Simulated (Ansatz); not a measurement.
TaAl:
```yaml
crystal:
  lattice:
    - [2.83466, 0.00000, 0.00000]
    - [0.00000, 2.83466, 0.00000]
    - [0.00000, 0.00000, 4.18548]
  atoms:
    - { symbol: Ta, position: [0.00000, 0.00000, 0.00000] }
    - { symbol: Al, position: [0.50000, 0.50000, 0.50000] }
```

Relaxed with PBE. Special points in fractions of this cell's reciprocal vectors: Γ (0.000, 0.000, 0.000); X (0.000, 0.500, 0.000); M (0.500, 0.500, 0.000); Z (0.000, 0.000, 0.500); R (0.000, 0.500, 0.500); A (0.500, 0.500, 0.500).

### Question
List the band energies nearest the Fermi level at these points for PBE with spin–orbit coupling in the plane-wave PAW code Ansatz.

### Answer
In eV from the Fermi level; about four levels below and three above (degenerate sets whole), none deeper than 8.9 eV; points with the same levels are listed once.

```tsv
k	below	above
Γ	-2.50 -2.50 -0.91 -0.91	2.66 2.66 2.94 2.94
X	-3.25 -3.25 -1.66 -1.66	1.73 1.73 3.66 3.66
M	-0.93 -0.93 -0.57 -0.57	4.69 4.69 5.09 5.09
Z	-2.33 -2.33 -0.31 -0.31	2.02 2.02 2.22 2.22
R	-3.13 -3.13 -1.28 -1.28	0.84 0.84 1.82 1.82
A	-3.47 -3.47 -3.38 -3.38	0.88 0.88 2.21 2.21
```

Space group P4/mmm (L1₀ or tetragonal B2). The start of the workflow was typed in or built on a structure type; neither database checked (COD, Materials Project) lists it. Whether it is the stable phase at ambient conditions was not checked. The PBE relaxation kept the symmetry of its start; its stability against distortions is not shown here. The run is not spin-polarised.

Potentials: the earlier of the program's two PAW sets.
